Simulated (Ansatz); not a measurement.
**From the elastic tensor of LiZn at 25 GPa (stress–strain coefficients) to moduli and sound speeds**

Method: DFT LDA, scalar-relativistic, plane waves, PAW in Ansatz 0.2.0. Cutoff 420 eV, 14×14×14 k-points (Γ-centred), Fermi-Dirac smearing of 0.15 eV. No spin polarisation.

Symmetry: Fd-3m, No. 227, cubic system. The conventional cell has a = 5.454 Å, b = 5.454 Å, c = 5.454 Å, α = 90.00°, β = 90.00°, γ = 90.00°. Around Li (site symmetry -43m) lie 4 Zn at 2.36 Å and 4 Li at 2.36 Å. Zn (site symmetry -43m) is surrounded by 4 Li at 2.36 Å and 4 Zn at 2.36 Å.

In a metal, frequencies and elastic constants depend on the k mesh and the smearing, soft modes and shear constants most. Other phases may be more stable at this pressure.

Relaxed-ion constants (GPa, on the Cartesian axes of the calculation):
C11 = 183.3, C12 = 137.4, C13 = 137.4, C22 = 183.3, C23 = 137.4, C33 = 183.3, C44 = 96.0, C55 = 96.0, C66 = 96.0 GPa; the others vanish.

Density 5.923 g/cm³; 4 atoms in 40.55 Å³.

The values that follow are for a polycrystal of randomly turned grains, by Hill's mean where one number stands. In a crystal this anisotropic the Voigt and Reuss bounds lie far apart, so Hill's mean and the sound speeds and Debye temperature from it are rough.

With S = C⁻¹: B_V = (C11+C22+C33+2(C12+C13+C23))/9, G_V = (C11+C22+C33−C12−C13−C23+3(C44+C55+C66))/15, 1/B_R = S11+S22+S33+2(S12+S13+S23), 15/G_R = 4(S11+S22+S33−S12−S13−S23)+3(S44+S55+S66); Hill is their mean. Then v_l = √((B+4G/3)/ρ), v_t = √(G/ρ), v_m = [(2/v_t³+1/v_l³)/3]^(−1/3) and Θ = (ħ/k_B)·v_m·(6π²n/V)^(1/3) for n atoms in the volume V; E = 9BG/(3B+G), ν = (3B−2G)/(2(3B+G)) and A^U = 5G_V/G_R + B_V/B_R − 6.

```json
{
 "Bulk modulus, Voigt / Reuss / Hill": "152.7 / 152.7 / 152.7 GPa",
 "Shear modulus, Voigt / Reuss / Hill": "66.8 / 42.2 / 54.5 GPa",
 "Young's modulus": "146 GPa",
 "Poisson ratio": "0.341",
 "Pugh ratio B/G": "2.80",
 "Universal anisotropy index": "2.91",
 "Longitudinal and transverse sound speeds": "6168 and 3033 m/s",
 "Debye temperature from the mean sound speed": "469 K"
}
```

Cost: 1 run of about 2.8 core-minutes, on Arm Neoverse V2 (shared hosts).